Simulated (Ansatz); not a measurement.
## TiSb₂ under pressure: fit and missing row

TiSb₂, I4/mcm, a = 6.635 Å, c = 5.714 Å. The structure is a COD entry; whether it is the stable form wasn't checked. Ansatz: PBEsol, PAW, 420 eV, Γ-centred 8×8×8 mesh on 6 atoms, Gaussian smearing 0.10 eV; no spin polarisation. Cell and atoms are relaxed at each pressure, and no other structure is tried, so the rows at high pressure may lie past a change of phase.

| V (Å³/atom) | P (GPa) |
| --- | --- |
| 14.259 | 90.01 |
| ? | 50.04 |
| 17.656 | 25.00 |
| 19.020 | 11.98 |
| 20.194 | 4.02 |
| 20.757 | 0.99 |
| 20.963 | -0.01 |
| 21.181 | -1.01 |

**Question.** Take V0 = 20.963 Å³/atom, count pressures from its P0 = -0.01 GPa, fit the third-order Birch–Murnaghan form to the other rows, and predict the missing volume.

**Answer.** With the Eulerian strain f = ½[(V0/V)^(2/3) − 1] and y = (P − P0)/[3f(1 + 2f)^(5/2)], the form is the line y = B0 + 1.5 B0 (B0′ − 4) f. Rows (f, y): 0.14647, 107.8; 0.06063, 103.3; 0.03350, 101.4; 0.01261, 100.1; 0.00330, 99.4; -0.00344, 98.6. Means f = 0.04218, y = 101.77; Σ(Δf)² = 0.01576, ΣΔfΔy = 0.9465; the slope is their ratio. y = 99.23 + 60.06 f GPa, so B0 = 99.2 GPa and B0′ = 4 + 2 × (60.06)/(3 × 99.23) = 4.40. P = 50.04 GPa is met at f = 0.10034 (y = 105.26), so V = V0 (1 + 2f)^(−3/2) = 15.934 Å³/atom. The run gave 15.942 Å³/atom, so the fit is 0.008 Å³/atom too low, within twice the rms miss on the fitted rows (0.005 Å³/atom).

The mesh isn't the same in all rows (8×8×8, 10×10×10).